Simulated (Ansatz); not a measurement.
Here is the system:

Relaxed TiN (rock salt):

```yaml
crystal:
  lattice:
    - [0.00000, 4.24692, 4.24692]
    - [2.12346, 2.12346, 4.24692]
    - [2.12346, 2.12346, 0.00000]
  atoms:
    - { symbol: N, position: [0.00000, 0.00000, 0.00000] }
    - { symbol: N, position: [0.50000, 0.00000, 0.00000] }
    - { symbol: Ti, position: [0.00000, 0.50000, 0.50000] }
    - { symbol: Ti, position: [0.50000, 0.50000, 0.50000] }
```

The atoms are displaced by Q × the pattern below (from a DFPT mode at X = (0.5, 0.5, 0.0), largest move 1; Q in Å), at fixed cell. It is one choice among 2 degenerate patterns. (q is in reciprocal vectors of the primitive cell; the cell shown is doubled to hold the pattern.)

```csv
atom,x,y,z
N1,0.000,-1.000,0.000
N2,0.000,1.000,0.000
Ti3,0.000,-0.150,0.000
Ti4,0.000,0.150,0.000
```

Level of theory: PBE (plane waves to 420 eV, PAW, scalar-relativistic; Ansatz, a program for electronic structure). k mesh 19×19×19 (Γ-centred), Fermi-Dirac smearing 0.05 eV. The energy includes the smearing's −TS. With partly filled bands, energies and forces of such displacements shift with the k mesh and the smearing. TiN is run without spin polarisation. TiN was relaxed with its symmetry unable to fall. The zero of ΔE is the undisplaced structure.

The scan covers Q from -0.280 to 0.280 Å in 13 points.

Which space group does the distorted structure have?

Cmcm (No. 63), lowered from Fm-3m.

What is the energy change at Q = 0.280 Å?

1296 meV/cell.

What harmonic wavenumber does the curvature at Q = 0 give?

517 cm⁻¹.

(A displaced cell: forces are minus the slopes of the energy, force constants its curvatures, and phonons follow from these.)
